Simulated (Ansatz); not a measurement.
The cell below belongs to a search over invented structures; it isn't taken from experiment.

Input and command of a plane-wave DFT calculation in Ansatz:

```yaml
crystal:
  lattice:
    - [0.0, 5.297, 5.297]
    - [5.297, 0.0, 5.297]
    - [5.297, 5.297, 0.0]
  atoms:
    - { symbol: Li, position: [0.25, 0.25, 0.25] }
    - { symbol: Li, position: [0.75, 0.75, 0.75] }
    - { symbol: "Y", position: [0.5, 0.5, 0.5] }
    - { symbol: Zn, position: [0.0, 0.0, 0.0] }
    - { symbol: C, position: [0.81904852, 0.18095148, 0.18095148] }
    - { symbol: C, position: [0.18095148, 0.81904852, 0.18095148] }
    - { symbol: C, position: [0.18095148, 0.18095148, 0.81904852] }
    - { symbol: C, position: [0.18095148, 0.81904852, 0.81904852] }
    - { symbol: C, position: [0.81904852, 0.18095148, 0.81904852] }
    - { symbol: C, position: [0.81904852, 0.81904852, 0.18095148] }
    - { symbol: "N", position: [0.70860865, 0.29139135, 0.29139135] }
    - { symbol: "N", position: [0.29139135, 0.70860865, 0.29139135] }
    - { symbol: "N", position: [0.29139135, 0.29139135, 0.70860865] }
    - { symbol: "N", position: [0.29139135, 0.70860865, 0.70860865] }
    - { symbol: "N", position: [0.70860865, 0.29139135, 0.70860865] }
    - { symbol: "N", position: [0.70860865, 0.70860865, 0.29139135] }
basis:
  ecutwfc: 420
kpoints:
  mp_grid: { grid: [4, 4, 4] }
hamiltonian:
  xc: pbe
scf:
  occupations: { method: gaussian, width: 0.1 }
  lower_state_search: "off"
output:
  forces: true
  stress: true
  eigenvalues: true
relax:
  adjacent_minimum: "off"
  f_tol: 0.04
  max_steps: 70
  cell: { stress_tol: 0.4 }
```

```bash
ansatz run input.yaml --threads 1 --pin off --max-ram 2560MiB --backend cpu --events-out ev --progress --plain --runs-dir out
```

Processor: Intel(R) Xeon(R) 6975P-C (Granite Rapids), 1 thread, on a host shared with other jobs.

Problem. Estimate time, memory and problem size.

Solution. About 63 s, peak memory 0.76 GiB. It solves 58 bands at 8 k points (after reduction by symmetry) with about 7391 plane waves (on the last cell), in 83 SCF iterations over 10 ionic steps.
